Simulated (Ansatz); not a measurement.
Computed properties of AlAg

AlAg (rock salt, Fm-3m), a = b = c = 5.3642 Å, α = β = γ = 90.00°; the cell used has 2 atoms.

Space group Fm-3m (No. 225), rock salt; conventional cell a = 5.3642 Å, b = 5.3642 Å, c = 5.3642 Å, α = 90.00°, β = 90.00°, γ = 90.00°.

Method: the program Ansatz at the r²SCAN level (PAW). Geometry: relaxed at this level of theory. Other levels are named where they apply.

Cell and energy:

| Quantity | Result |
|---|---|
| Volume per atom | 19.29 Å³ |
| Density | 5.80 g/cm³ |
| Formation energy from the elements (no fitted shifts) | 0.35 eV/atom |

Electronic structure:

| Item | Value |
|---|---|
| Electronic character | metallic (no gap) |
| Density of states at the Fermi level | 0.38 states/eV per atom (mean over ±0.08 eV) |
| Gap with spin–orbit coupling | none (metallic) |

Mechanics:

| Quantity | Result |
|---|---|
| Bulk modulus (Birch–Murnaghan fit) | 68.9 GPa |
| Pressure derivative B′ | 5.1 |
| Elastic constants (relaxed ions, GPa) | C11 = 121, C12 = 43.9, C44 = -14.5 |
| Mechanical stability | unstable (C has a negative eigenvalue) |

Charges:

| Item | Result |
|---|---|
| Bader charges | Ag -1.16, Al +1.16 e |

The start of the workflow was typed in or built on a structure type; neither database checked (COD, Materials Project) lists it. Whether it is the stable phase at ambient conditions was not checked. Symmetry was held in the r²SCAN relaxation. No spin polarisation was allowed. The volume moved by 21 % from the start of the relaxation. Its formation energy is positive at this level, so the cell may be metastable or incomplete. As this level gives no gap, shear constants depend on the k-mesh and smearing (Fermi–Dirac, 0.1 eV here). The references are the lowest solids computed at this level, not always the standard phases. Spin–orbit coupling is left out wherever it is not named.

Potentials: the earlier of the program's two PAW sets.
